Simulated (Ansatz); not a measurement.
Bi2Pt:
```xyz
3
Lattice="4.0261 0.0000 0.0000 -2.0131 3.4867 0.0000 0.0000 0.0000 5.6070" Properties=species:S:1:pos:R:3 pbc="T T T"
Bi     0.0000     2.3245     4.1147
Bi     2.0131     1.1622     1.4924
Pt     0.0000     0.0000     0.0000
```

Relaxed with PBEsol.

Problem. Which orbitals make up the states near the Fermi level in PBEsol in the plane-wave PAW code Ansatz?

Solution. Within 0.5 eV of the Fermi level: Bi 6p 76 %, Pt 5d 15 %. Projections are on Löwdin-orthogonalised atomic valence shells; empty p or d shells of many metals are not among them.

Problem. Tabulate the density of states.

Solution. States/eV per cell of 3 atoms, in 0.25 eV bins, energy from the Fermi level.

```csv
E (eV),total,Bi 6p,Pt 5d,Pt 6s
-7.85,0.00,0.00,0.00,0.00
-7.60,0.00,0.00,0.00,0.00
-7.35,0.00,0.00,0.00,0.00
-7.10,0.00,0.00,0.00,0.00
-6.85,0.00,0.00,0.00,0.00
-6.60,0.00,0.00,0.00,0.00
-6.35,0.00,0.00,0.00,0.00
-6.10,0.00,0.00,0.00,0.00
-5.85,0.08,0.05,0.02,0.02
-5.60,0.72,0.42,0.15,0.12
-5.35,1.55,0.88,0.34,0.26
-5.10,2.12,1.17,0.55,0.31
-4.85,2.30,1.17,0.90,0.14
-4.60,3.14,1.69,1.29,0.08
-4.35,2.51,1.14,1.24,0.06
-4.10,4.88,1.34,3.33,0.09
-3.85,5.58,1.43,3.84,0.13
-3.60,2.43,0.59,1.62,0.08
-3.35,4.55,0.97,3.27,0.14
-3.10,7.30,0.93,6.05,0.07
-2.85,2.43,0.32,1.99,0.03
-2.60,5.86,0.56,4.83,0.32
-2.35,2.75,0.69,1.67,0.22
-2.10,1.80,0.70,0.85,0.12
-1.85,1.55,0.86,0.54,0.05
-1.60,1.87,1.12,0.61,0.04
-1.35,1.86,1.18,0.55,0.03
-1.10,1.85,1.25,0.46,0.03
-0.85,1.73,1.23,0.38,0.02
-0.60,1.60,1.15,0.31,0.02
-0.35,1.79,1.32,0.29,0.03
-0.10,1.97,1.48,0.29,0.02
0.15,1.60,1.23,0.22,0.02
0.40,1.28,0.99,0.16,0.02
0.65,1.16,0.89,0.15,0.01
0.90,1.13,0.84,0.18,0.01
1.15,1.33,0.96,0.21,0.04
1.40,1.39,1.02,0.20,0.05
1.65,1.51,1.10,0.22,0.05
1.90,1.56,1.13,0.22,0.05
2.15,1.58,1.14,0.24,0.05
2.40,1.31,0.94,0.18,0.05
2.65,1.28,0.92,0.17,0.05
2.90,1.52,1.09,0.19,0.07
3.15,1.53,1.12,0.18,0.07
3.40,1.45,1.06,0.16,0.07
3.65,1.42,1.04,0.15,0.07
3.90,1.47,1.08,0.15,0.09
4.15,1.61,1.13,0.14,0.15
4.40,0.83,0.43,0.05,0.16
4.65,0.68,0.23,0.02,0.19
4.90,0.99,0.34,0.03,0.24
```

Space group P-3m1. The workflow started from a Materials Project entry (that database holds measured and hypothetical structures alike); the Crystallography Open Database copy checked does not list it. COD files the formula under space group No. 205. Its standing as an ambient phase is unchecked. The cell was relaxed with PBEsol under the symmetry of its start; its stability against distortions is not shown here. No spin polarisation was allowed. Spin–orbit coupling is left out wherever it is not named.

Potentials: the later of the program's two PAW sets.
